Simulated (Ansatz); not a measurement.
Ansatz (a first-principles code) input:

Ansatz 0.2 input:
```yaml
crystal:
  lattice:
    - [6.0253324926, 0.0, 0.0]
    - [0.0, 7.3638146177, 0.0]
    - [0.0, 0.0, 5.289936639]
  atoms:
    - { symbol: Ca, position: [0.0871565864, 0.6205917362, 0.9733650014] }
    - { symbol: Ca, position: [0.9128434136, 0.3794082638, 0.4733650014] }
    - { symbol: Ca, position: [0.5871565864, 0.8794082638, 0.9733650014] }
    - { symbol: Ca, position: [0.4128434136, 0.1205917362, 0.4733650014] }
    - { symbol: Ti, position: [0.0663218349, 0.1264141441, 0.9983248851] }
    - { symbol: Ti, position: [0.9336781651, 0.8735858559, 0.4983248851] }
    - { symbol: Ti, position: [0.5663218349, 0.3735858559, 0.9983248851] }
    - { symbol: Ti, position: [0.4336781651, 0.6264141441, 0.4983248851] }
    - { symbol: N, position: [0.0448239838, 0.0929185581, 0.3529752201] }
    - { symbol: N, position: [0.9551760162, 0.9070814419, 0.8529752201] }
    - { symbol: N, position: [0.5448239838, 0.4070814419, 0.3529752201] }
    - { symbol: N, position: [0.4551760162, 0.5929185581, 0.8529752201] }
    - { symbol: N, position: [0.1171210902, 0.660421863, 0.4353348933] }
    - { symbol: N, position: [0.8828789098, 0.339578137, 0.9353348933] }
    - { symbol: N, position: [0.6171210902, 0.839578137, 0.4353348933] }
    - { symbol: N, position: [0.3828789098, 0.160421863, 0.9353348933] }
kpoints:
  mp_grid: { grid: [5, 4, 5] }
hamiltonian:
  xc: r2scan
  pseudopotentials: { azcp: { folder: ./paw }, kind: paw }
scf:
  occupations: { method: fixed }
checkpoint: { read: static.run }
output: { bader: true, populations: true }
```

Output (shortened):

```
Pseudopotentials: kind: paw
Pseudopotential: Ca, paw, valence charge 10
Pseudopotential: Ti, paw, valence charge 12
Pseudopotential: N, paw, valence charge 5
Functional definition: r2SCAN
Crystal: 16 atoms, lattice volume = 234.711 Å³
Basis set: ecut = 500 eV, 5953 PW (Γ), exchange–correlation on 180×216×160 points (64 copies of the dense FFT grid, shifted against one another)
Bands: 80, of which v1, the nominal top of the filled ones, is band 64 counted from 1 (63 counted from 0)
Symmetry: 4 space group operations
Space group: Pna21 (ITA 33), of the structure as read, at distance tolerance 6.2e-5 Å
k-points: 27 of 100 (time reversal used)
PAW frozen core: Ca, regenerated for the run's functional
PAW frozen core: Ti, regenerated for the run's functional
PAW frozen core: N, regenerated for the run's functional
Initial density: read from a saved state, or passed on in memory by an earlier SCF of this step, an earlier step, the calling program or the single point that …
Stability of the state it starts from, as read at its close in the unpolarized treatment …
Initial wavefunctions: pseudopotential atomic-orbital guess
Eigensolver: davidson
Functional: x = r2scan, c = r2scan; τ floored in thin density (d = 2e-4 eV/Å³)
iter 1 solved again at ethr=4.10e-8 eV; its pass at ethr=3.10e-3 eV (dr2=5.25e-5 eV) is discarded
SCF iter   1: F=—  HF=-20408.736257 eV  |F-HF|=—  |Δ(HF+E_count)|=         —  Δρ=5.23e-7  dr2=3.28e-10  dr2_τ=4.53e-11  ethr=4.10e-8  ⟨swp⟩=4.0  Hψ=12802  notcnv=0  defer=377
all-band conjugate gradients solve this SCF's bands
preconditioner: auto → Resta (q_TF=auto, 2.466 Å⁻¹)
SCF iter   2: F=-20408.736257 eV  HF=-20408.736257 eV  |F-HF|=6.18e-11  |Δ(HF+E_count)|=   5.15e-8  Δρ=3.00e-7  dr2=1.35e-10  dr2_τ=3.17e-11  ethr=1.00e-12  ⟨swp⟩=12.9  Hψ=11225  notcnv=0
SCF 1 converged in 2 iterations: F = -20408.736257 eV  dr2 = 1.35e-10
SCF converged after 2 iterations
Free energy (F): -20408.736257 eV
Harris-Foulkes:  -20408.736257 eV  (|F-HF|=6.18e-11)
Internal energy: -20408.736257 eV  (E = F + TS)
E sigma→0 (E₀):  -20408.736257 eV
Fermi energy:    8.036636 eV
--- Per-component energies (eV) ---
  E_band       = -1345.841544
  E_kinetic    = 3174.596991
  E_local      = -8805.894860  (includes V_loc(G=0)·N_el)
  E_nonlocal   = 869.308840
  E_hartree    = 3244.894473
  E_xc         = -1434.752417
  E_vxc        = -2039.136164  (∫ρ·V_xc dr)
  E_paw        = -8720.981736  (= ΣΔE_a)
  E_vpaw       = -1158.744077  (= ΣTr[D̂ρ^β])
  E_aug_tail   = -0.000087  (compensation charges beyond the density's cutoff)
  E_vtau       = 124.238895  (kinetic-family band-sum trace: ∫τ·v_τ [+ j·A + Jᵃ·Aᵃ] dr)
  E_ewald      = -8733.774454
  E_core_change = -2.133006  (= ΣΔE_core)
  E_smearing   =  0.000000  (= −TS)
  E_closure    = 0.000000  (closes the sum)
  Σ components = -20408.736257   (vs F -20408.736257, Δ=0.00e0)
  [band-id]    e_kinetic+e_local+e_nonlocal+2·e_hartree+e_vxc+e_vpaw+e_augmentation_tail+e_vtau = -1345.841515   (vs E_band -1345.841544, Δ=2.82e-5)
--- Band table (eV; the first three rows and the last of 27) ---
  k-point 0: bands = ["-49.9479", "-49.9423", "-49.9367", "-49.9311", "-32.3011", "-32.2822", "-32.2664", "-32.2477", "-25.3220", "-25.3148", "-25.2609", "-25.2442", "-25.2227", "-25.2050", "-25.2042", "-25.1991", "-25.1957", "-25.1713", "-25.1383", "-25.1274", "-12.6933", "-12.6729", "-12.6318", "-12.6012", "-12.5949", "-12.5330", "-12.5163", "-12.4774", "-12.4447", "-12.4408", "-12.4191", "-12.3943", "-5.6071", "-4.9195", "-4.8684", "-4.6273", "-4.5565", "-4.4937", "-4.4677", "-4.4591", "5.1812", "5.2895", "5.2996", "5.3285", "5.3835", "5.5801", "5.6229", "5.6405", "5.6551", "5.6803", "5.9765", "6.1576", "6.1745", "6.2164", "6.2862", "6.4675", "6.5353", "6.7891", "6.8536", "7.1478", "7.1602", "7.3983", "7.5830", "8.0366", "10.5008", "10.9585", "10.9938", "11.1660", "11.1948", "11.2840", "11.7424", "11.7433", "11.9185", "11.9883", "12.0599", "12.2880", "12.2958", "12.5711", "12.9824", "13.0714"]
  k-point 1: bands = ["-49.9469", "-49.9413", "-49.9378", "-49.9322", "-32.2978", "-32.2788", "-32.2697", "-32.2510", "-25.3183", "-25.3110", "-25.2711", "-25.2563", "-25.2214", "-25.2085", "-25.2001", "-25.1975", "-25.1859", "-25.1707", "-25.1372", "-25.1284", "-12.6936", "-12.6764", "-12.6594", "-12.6153", "-12.6127", "-12.5557", "-12.4929", "-12.4649", "-12.4491", "-12.4193", "-12.4190", "-12.3846", "-5.5078", "-4.8957", "-4.8694", "-4.6028", "-4.5217", "-4.5090", "-4.4592", "-4.4327", "5.0896", "5.1253", "5.1735", "5.3212", "5.4103", "5.4944", "5.5340", "5.6116", "5.6221", "5.6264", "5.8431", "5.9903", "6.0480", "6.1865", "6.2718", "6.3368", "6.4874", "6.8466", "6.8978", "6.9493", "7.1851", "7.3998", "7.5345", "7.8589", "10.8601", "10.9614", "11.2579", "11.2983", "11.3008", "11.4499", "11.7673", "11.8235", "12.1915", "12.2455", "12.3435", "12.4087", "12.4499", "12.5146", "13.0375", "13.0876"]
  k-point 2: bands = ["-49.9441", "-49.9406", "-49.9385", "-49.9350", "-32.2892", "-32.2785", "-32.2701", "-32.2594", "-25.3074", "-25.2989", "-25.2903", "-25.2791", "-25.2179", "-25.2133", "-25.1947", "-25.1946", "-25.1753", "-25.1708", "-25.1344", "-25.1311", "-12.6938", "-12.6862", "-12.6796", "-12.6576", "-12.6154", "-12.5935", "-12.4747", "-12.4603", "-12.4343", "-12.4202", "-12.3881", "-12.3763", "-5.2719", "-5.0325", "-4.7457", "-4.6115", "-4.5249", "-4.4644", "-4.4230", "-4.3949", "4.9329", "4.9823", "5.0465", "5.1858", "5.1958", "5.2523", "5.4061", "5.5243", "5.5857", "5.5921", "5.6975", "5.8206", "6.0570", "6.1991", "6.2360", "6.2926", "6.4329", "6.5504", "6.8682", "7.0220", "7.1943", "7.3889", "7.4411", "7.5026", "11.0344", "11.2092", "11.2695", "11.4999", "11.6840", "11.9023", "12.0125", "12.0376", "12.3206", "12.4464", "12.5562", "12.6255", "12.7604", "12.8876", "13.2215", "13.3270"]
  k-point 26: bands = ["-49.9415", "-49.9415", "-49.9376", "-49.9376", "-32.2805", "-32.2805", "-32.2682", "-32.2682", "-25.3043", "-25.3033", "-25.2869", "-25.2857", "-25.2066", "-25.2064", "-25.1989", "-25.1983", "-25.1609", "-25.1609", "-25.1477", "-25.1476", "-12.7017", "-12.6957", "-12.6773", "-12.6719", "-12.5794", "-12.5724", "-12.5294", "-12.5227", "-12.3933", "-12.3887", "-12.3839", "-12.3787", "-4.9222", "-4.9191", "-4.7415", "-4.7368", "-4.5610", "-4.5543", "-4.4875", "-4.4841", "4.8540", "4.9124", "4.9950", "5.0276", "5.0523", "5.1011", "5.1927", "5.2150", "5.7572", "5.7722", "5.8797", "5.9066", "6.0768", "6.1322", "6.3095", "6.3414", "6.6163", "6.6702", "6.7959", "6.8196", "7.1485", "7.2001", "7.3706", "7.4303", "11.2539", "11.4507", "11.5904", "11.6017", "11.8188", "11.8320", "12.0328", "12.1427", "12.3936", "12.6626", "12.6727", "12.8293", "13.0971", "13.0977", "13.3209", "13.4918"]
  band table: 80 of 80 bands, residual norms ≤ 1.0e-3 eV
--- Löwdin populations: 16 sites ---
  site symbol       q [e]
     0     Ca      8.3436
     1     Ca      8.3436
     2     Ca      8.3436
     3     Ca      8.3436
     4     Ti     10.9612
     5     Ti     10.9612
     6     Ti     10.9612
     7     Ti     10.9612
     8      N      6.1390
     9      N      6.1390
    10      N      6.1390
    11      N      6.1390
    12      N      6.1994
    13      N      6.1994
    14      N      6.1994
    15      N      6.1994
  spilling = 0.011153 (of n_electrons = 128.000000)
--- Bader charges: 16 sites ---
  site symbol  charge [e]  shift [e]
     0     Ca      1.4806     0.0011
     1     Ca      1.4806     0.0011
     2     Ca      1.4806     0.0011
     3     Ca      1.4806     0.0011
     4     Ti      1.9934     0.0065
     5     Ti      1.9934     0.0065
     6     Ti      1.9934     0.0065
     7     Ti      1.9934     0.0065
     8      N     -1.6998     0.0033
     9      N     -1.6998     0.0033
    10      N     -1.6999     0.0033
    11      N     -1.6999     0.0033
    12      N     -1.7742     0.0021
    13      N     -1.7741     0.0021
    14      N     -1.7741     0.0021
    15      N     -1.7741     0.0021
  shift: an alarm, by how much a part of what the PAW files miss would move the charge. Where it is large, compare
  with a run on PAW files of another source; a small one proves nothing
  estimated error of the sums over rays = 5.7e-4 e
```

Cost: roughly 6 core-minutes on shared cores.

Space group Pna2_1. The start of the workflow was typed in or built on a structure type; neither database checked (COD, Materials Project) lists it. COD files the formula under space group No. 31, 59, so this cell is another polymorph or a model. Its standing as an ambient phase is unchecked. Symmetry was held in the r²SCAN relaxation; whether a distortion lowers the energy is not shown. No spin polarisation was allowed.

Potentials: the earlier of the program's two PAW sets.

Ansatz is a plane-wave DFT program.
